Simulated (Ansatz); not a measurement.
VBiO4 (scheelite type, space group I4_1/a)

Space group I4₁/a, origin choice 1 (No. 88); a = 5.1214 Å, b = 5.1214 Å, c = 11.6213 Å, α = 90.00°, β = 90.00°, γ = 90.00°

| atom | site | symmetry | x | y | z |
|---|---|---|---|---|---|
| Bi | 4a | -4.. | 0.0000 | 0.0000 | 0.0000 |
| V | 4b | -4.. | 0.0000 | 0.0000 | 0.5000 |
| O | 16f | 1 | 0.2511 | 0.3609 | 0.0787 |
(The calculation used a cell of 12 atoms; values per cell refer to that cell.)

E(V) scan at fixed shape, V₀ the volume above. The atoms relax within the cell's symmetry.

All values below come from r2SCAN (plane waves to 500 eV, PAW, scalar-relativistic; Ansatz, an electronic-structure program). k mesh 7×7×7 (Γ-centred), Fermi-Dirac smearing 0.05 eV. E stands for the smeared free energy. With the shape held, the modulus is that of even scaling; a crystal free to change shape is softer. Spin-orbit coupling is left out, though Bi is heavy. This is one of several known forms of VBiO4; the measured ambient cells at hand have space group No. 15 or 60. VBiO4 is run without spin polarisation. VBiO4 was relaxed with its symmetry unable to fall. ΔE is measured from the relaxed starting cell.

| V (Å³/atom) | ΔE (meV/atom) |
|---|---|
| 11.431 | 67.8 |
| 11.642 | 45.6 |
| 11.854 | 28.3 |
| 12.066 | 15.4 |
| 12.277 | 6.6 |
| 12.489 | 1.6 |
| 12.701 | 0.0 |
| 12.912 | 1.5 |
| 13.124 | 5.9 |
| 13.336 | 12.8 |
| 13.547 | 22.1 |
| 13.759 | 33.5 |
| 13.971 | 46.9 |

**Question.** What is the fitted pressure derivative B₀′?

**Answer.** 4.5.

**Question.** What bulk modulus at fixed cell shape B₀ follows from a third-order Birch-Murnaghan fit?

**Answer.** 141 GPa. Check by three points about V = 12.701 Å³/atom, step 0.212: d²E/dV² ≈ (1.6 − 2·0.0 + 1.5) meV / 0.212² = 0.0692 eV/Å⁶, and V·d²E/dV² × 160.2 = 141 GPa.

(A scan under strain: stresses follow from slopes of the energy per volume, elastic moduli from its curvatures.)
